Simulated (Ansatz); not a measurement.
**An elastic constant from a strain scan in TaO$_{2}$**

Computed with DFT PBEsol, scalar-relativistic, plane waves, PAW (Ansatz 0.2.0). Settings: plane waves to 420 eV, k-mesh 10×10×16 (Γ-centred), Gaussian smearing 0.15 eV. Spin–orbit coupling is left out, which matters for the heavy elements here. No spin polarisation. Energies are free energies at this smearing, counted from the undisturbed cell; pressure is positive in compression.

The starting cell (relaxed at this level; it needn't be the usual structure):

```yaml
crystal:
  lattice:
    - [4.95094, 0.00000, 0.00000]
    - [0.00000, 4.95094, 0.00000]
    - [0.00000, 0.00000, 2.85082]
  atoms:
    - { symbol: Ta, position: [0.00000, 0.00000, 0.50000] }
    - { symbol: Ta, position: [0.50000, 0.50000, 0.00000] }
    - { symbol: O, position: [0.71344, 0.28656, 0.50000] }
    - { symbol: O, position: [0.28656, 0.71344, 0.50000] }
    - { symbol: O, position: [0.21344, 0.21344, 0.00000] }
    - { symbol: O, position: [0.78656, 0.78656, 0.00000] }
```

The cell is strained by ε times the Voigt pattern (0, 0, 0, 0, 0, 1) (xx, yy, zz, yz, xz, xy; engineering shear) with fractional coordinates fixed. The cell holds 6 atoms in V0 = 69.88 Å³. The stress column is τ = (1/V0) dE/dε, got from the stress tensor σ (compression positive) at each point as −det(1 + εP) σ : P(1 + εP)⁻¹, with P the pattern as a tensor.

| ε | ΔE (meV/atom) | τ (GPa) |
| --- | --- | --- |
| -0.0350 | 12.565 | -9.893 |
| -0.0300 | 9.228 | -8.473 |
| -0.0250 | 6.407 | -7.056 |
| -0.0200 | 4.097 | -5.642 |
| -0.0150 | 2.303 | -4.229 |
| -0.0100 | 1.021 | -2.819 |
| -0.0050 | 0.253 | -1.409 |
| 0.0000 | 0.000 | 0.000 |
| 0.0050 | 0.253 | 1.409 |
| 0.0100 | 1.021 | 2.819 |
| 0.0150 | 2.303 | 4.229 |
| 0.0200 | 4.097 | 5.642 |
| 0.0250 | 6.407 | 7.056 |
| 0.0300 | 9.228 | 8.473 |
| 0.0350 | 12.565 | 9.893 |
| 0.0400 | ? | ? |

Problem. Which combination of elastic constants does this scan measure, and how large is it?

Solution. For small ε, τ = τ0 + Kε with K = pᵀCp, which for this pattern is C66 in the Cartesian frame shown. The parabola through τ at ε = -0.0050, 0 and 0.0050 has slope K = 282 GPa at zero. The energies per cell, E = NΔE, of the same two points give K = 2[E(ε₊)/ε₊ − E(ε₋)/ε₋]/[(ε₊ − ε₋)V0] = 278 GPa, in agreement. These are clamped-ion values.

Problem. Predict the withheld row at ε = 0.0400 from the harmonic law, and compare.

Solution. ΔE = V0(τ0 ε + Kε²/2)/N = 16.389 meV/atom and τ = 11.27 GPa. The calculation gives 16.415 meV/atom and 11.32 GPa, a miss of 0.2 % of the harmonic energy, so the harmonic law still holds here.

Forces appear on the atoms along this scan, and letting them relax would lower the energy and soften the response. No gap shows at this level, though a semilocal functional can close a small gap that the real compound has; without a gap these slopes depend on the k mesh and the smearing.